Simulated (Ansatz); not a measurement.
## Trial inputs on Ba3SbP

All trials start from this Ansatz input:

```yaml
crystal:
  lattice:
    - [6.113177, 0.0, 0.0]
    - [0.0, 6.113177, 0.0]
    - [0.0, 0.0, 6.113177]
  atoms:
    - { symbol: Ba, position: [0.0, 0.5, 0.5] }
    - { symbol: Ba, position: [0.5, 0.0, 0.5] }
    - { symbol: Ba, position: [0.5, 0.5, 0.0] }
    - { symbol: Sb, position: [0.0, 0.0, 0.0] }
    - { symbol: P, position: [0.5, 0.5, 0.5] }
basis:
  ecutwfc: 420
kpoints:
  mp_grid: { grid: [4, 4, 4] }
hamiltonian:
  xc: pbe
scf:
  occupations: { method: gaussian, width: 0.1 }
output:
  forces: true
  stress: true
  eigenvalues: true
```

Command:

```bash
ansatz run input.yaml --threads 1 --pin off --max-ram 1331MiB --backend cpu --events-out ev --progress --plain --runs-dir out
```

The run converges in 6 SCF iterations on 10 irreducible k-points: pressure -0.48 GPa, gap on the sampled k-points 0.39 eV.

Settings here are deliberately varied, not converged. Each trial's input is given as a difference from the reference's; energies are extrapolated to zero smearing where there is one, and pressure is positive in compression.

Trial 1:

```diff
 crystal:
+  symmetry: { time_reversal: false }
 basis:
-  ecutwfc: 420
+  ecutwfc: "31 Ry"
 kpoints:
-  mp_grid: { grid: [4, 4, 4] }
+  mp_grid: { grid: [1, 1, 1] }
 scf:
+  n_extra_bands: 0
+  max_iter: 57
```

The program refuses the input:

```text
Error: inconsistent input (crystal.symmetry.time_reversal, crystal.symmetry.detect): time_reversal: false is refused where crystal.symmetry.detect is not typed false — with detection left on, false cannot take time reversal from the run: detection, or the section that takes its place, decides whether it is kept …
```

Next try, with these keys changed back:

```diff
 crystal:
-  symmetry: { time_reversal: false }
```

The program refuses the input:

```text
Error: inconsistent input (scf.n_extra_bands, scf.occupations.method): n_bands = 25 leaves no empty band above the 25 bands per channel that the deck's 50 electrons occupy, and the occupations search for the Fermi level (a smearing at a finite width, or tetrahedra): a level found among occupied bands alone can fill a metal as an insulator …
```

Next try, with these keys changed back:

```diff
 scf:
-  n_extra_bands: 0
```

The run converges in 16 SCF iterations on 1 irreducible k-point: energy 2.11 eV per atom above the reference, pressure 10.07 GPa, no gap.

Trial 2:

```diff
 hamiltonian:
+  dispersion: none
 scf:
-  occupations: { method: gaussian, width: 0.1 }
+  occupations: { method: fermi_dirac }
```

The run converges in 6 SCF iterations on 10 irreducible k-points: pressure -0.47 GPa.

Trial 3:

```diff
 crystal:
   atoms:
-    - { symbol: Ba, position: [0.5, 0.0, 0.5] }
+    - { symbol: Ba, position: [0.5, 0.0, 0.5], spin: 4.0 }
 kpoints:
-  mp_grid: { grid: [4, 4, 4] }
+  mp_grid: { kspacing: 1.2 }
 hamiltonian:
-  xc: pbe
+  xc: pbesol
+  dispersion: none
 scf:
-  occupations: { method: gaussian, width: 0.1 }
+  occupations: { method: gaussian }
+  lower_state_search: "off"
 output:
+  populations: true
+magnetization:
+  spin_polarized: true
+accuracy: low
```

The run converges in 21 SCF iterations on 1 irreducible k-point: pressure 7.58 GPa, cell moment 5.94 μB (the reference has none, and so few k-points can make one).

Trial 4:

```diff
 kpoints:
-  mp_grid: { grid: [4, 4, 4] }
+  mp_grid: { grid: [1, 1, 1], shift: [0.5, 0.5, 0.5] }
 scf:
+  max_iter: 80
+  convergence: { dr2_threshold: "1e-9 eV" }
 output:
-  forces: true
+  forces: false
+magnetization:
+  spin_polarized: true
```

The run converges in 13 SCF iterations on 1 irreducible k-point: energy 616 meV per atom below the reference, pressure -1.86 GPa, gap on the sampled k-points 1.92 eV, cell moment 0.00 μB. It warns that no starting moments were given; that the SCF threshold is loose for the stress.

Trial 5:

```diff
 kpoints:
-  mp_grid: { grid: [4, 4, 4] }
+  mp_grid: { kspacing: 0.65 }
+  band_path: { path: [VBM, CBM], npoints: 5 }
 hamiltonian:
-  xc: pbe
+  xc: pbesol
 scf:
-  occupations: { method: gaussian, width: 0.1 }
+  occupations: { method: methfessel_paxton, width: 0.035 }
```

The run converges in 7 SCF iterations on 4 irreducible k-points: pressure -0.93 GPa, gap on the sampled k-points 0.24 eV.

Trial 6:

```diff
 hamiltonian:
-  xc: pbe
+  xc: lda
```

The run converges in 7 SCF iterations on 10 irreducible k-points: pressure -2.39 GPa, gap on the sampled k-points 0.22 eV.